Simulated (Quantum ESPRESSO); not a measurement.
## Ag4TaRh2In (one composition in several site orders)

Simulated, not a measurement. The program is pw.x of Quantum ESPRESSO 7.5 (plane-wave density functional theory). The cell is made up: eight metal atoms on a face-centred cubic lattice, with elements, volume, strain and displacements drawn at random and not relaxed, so it may be unstable or far from any real phase. PseudoDojo standard norm-conserving files set the functional (PBE unless stated); there is no spin polarisation or spin-orbit coupling, the Fermi-Dirac width of 0.25 eV means electrons at about 2900 K, and the masses in the input are unused placeholders. Heavy elements are run without spin-orbit coupling, which real alloys of them have. A spin test at this wide smearing found no moment, but such smearing suppresses magnetism that the real alloy may have.

The runs put one composition on the sites in different orders. Cell, positions, cutoff, mesh and smearing stay as in the input of run 1; sites are counted in its order. Stress in the tables is positive in tension.

Input of run 1:

```
&control calculation='scf', pseudo_dir='./dojo.nc.sr.pbe.v0_5.standard.upf', outdir='./o', disk_io='minimal', tprnfor=.true., tstress=.true. /
&system ibrav=0, nat=8, ntyp=4, nbnd=80, ecutwfc=87.97787729, nosym=.true., tot_charge=0,
 occupations='smearing', smearing='fd', degauss=0.0183746611
/
&electrons conv_thr=1.470e-08, electron_maxstep=70, mixing_beta=0.5 /
ATOMIC_SPECIES
Ag 1.0 Ag.upf
In 1.0 In.upf
Rh 1.0 Rh.upf
Ta 1.0 Ta.upf
CELL_PARAMETERS angstrom
2.0733 4.1467 2.0733
2.0733 -4.1467 2.0733
2.0733 0.0 -6.22
ATOMIC_POSITIONS angstrom
Ag 0.1602 -0.0327 0.0156
Ag 1.995 -2.1567 -0.0361
Ta 2.0965 0.1074 -2.063
Rh 4.1022 -2.0856 -2.0102
Ag 2.1459 -0.08 2.0561
Ag 2.0079 2.0353 -0.0564
Rh 4.0232 0.0832 -0.028
In 4.1964 2.1331 -2.0874
K_POINTS automatic
5 5 4 1 1 1
```

| run | elements on sites 1 to 8 | free energy less that of run 1 (eV) | -TS (eV) | pressure (GPa) | stress xx (GPa) | stress yy (GPa) | stress zz (GPa) | stress yz (GPa) | stress xz (GPa) | stress xy (GPa) | iterations |
| --- | --- | --- | --- | --- | --- | --- | --- | --- | --- | --- | --- |
| 1 | Ag Ag Ta Rh Ag Ag Rh In | 0.000 | -1.148 | -4.01 | 4.53 | 2.33 | 5.17 | -2.57 | 4.36 | -1.60 | 15 |
| 2 | Rh Ag Ta Ag In Rh Ag Ag | 0.325 | -1.235 | -3.78 | 3.35 | 3.17 | 4.83 | 1.05 | -1.09 | 0.60 | 13 |
| 3 | Rh Rh Ag Ag Ag Ta In Ag | 0.119 | -1.168 | -3.48 | 3.67 | 2.82 | 3.94 | 1.06 | 2.70 | 2.97 | 14 |
| 4 | Ag Ag Ta Rh In Ag Ag Rh | -0.011 | -1.064 | -4.69 | 3.51 | 6.73 | 3.82 | -0.84 | -0.45 | 0.34 | 13 |
| 5 | Ag Rh Ag Ta Rh In Ag Ag | 0.252 | -1.133 | -4.51 | 4.98 | 3.78 | 4.76 | -1.47 | -0.79 | -0.79 | 13 |
| 6 | Rh Ag Ta Ag Rh Ag In Ag | 1.067 | -1.345 | -2.68 | 3.60 | 0.81 | 3.62 | 0.01 | -4.63 | 0.05 | 13 |

Forces Fx Fy Fz (eV/Å):

```
site             run 1             run 2              run 3             run 4             run 5              run 6
   1  -0.92 0.10 -0.05   0.07 0.22 -0.90    0.25 0.40 -0.90   -1.06 0.08 0.07  -1.07 -0.08 0.16    0.16 0.12 -0.87
   2   0.56 0.28 -0.31   0.40 0.31 -0.15     0.05 0.39 0.23   0.35 0.31 -0.02   1.03 0.29 -0.80     0.00 0.32 0.39
   3  0.63 -0.63 -0.57  -1.88 -0.36 1.73  -0.37 -0.75 -0.29  1.13 -0.50 -2.15  0.13 -0.74 -0.65  -0.71 -1.08 -0.49
   4  -0.53 -0.07 0.92   0.32 0.19 -0.30    0.40 0.14 -0.36  -0.32 -0.03 0.61  -0.25 0.32 -0.06    0.63 0.21 -0.61
   5   -0.13 0.28 0.26    0.02 0.26 0.12    -0.32 0.27 0.37   -0.65 0.27 0.82   -0.71 0.15 1.15    -1.05 0.36 0.96
   6    0.18 0.67 0.40   0.67 0.09 -0.58    -1.23 0.46 1.34    0.44 0.66 0.23    0.14 0.73 0.32    -0.07 0.73 0.58
   7  0.49 -0.45 -0.96  0.84 -0.53 -0.18   1.25 -0.81 -0.27  1.09 -0.50 -0.40  0.68 -0.54 -0.02    0.98 -0.57 0.25
   8  -0.28 -0.17 0.31  -0.44 -0.18 0.26  -0.03 -0.11 -0.12  -0.99 -0.29 0.82  0.05 -0.14 -0.11   0.06 -0.09 -0.21
```

The sites are displaced and not relaxed, so the energy differences hold strain from misfit and are not ordering energies. A rerun of one cell of this series at a higher cutoff and on a denser mesh moved values by no more than 0.003 eV in energy, 0.03 GPa in stress and 0.003 eV/Å in force, and a second program with other atomic files agreed on that cell to 2 % rms in force and 0.5 GPa in pressure.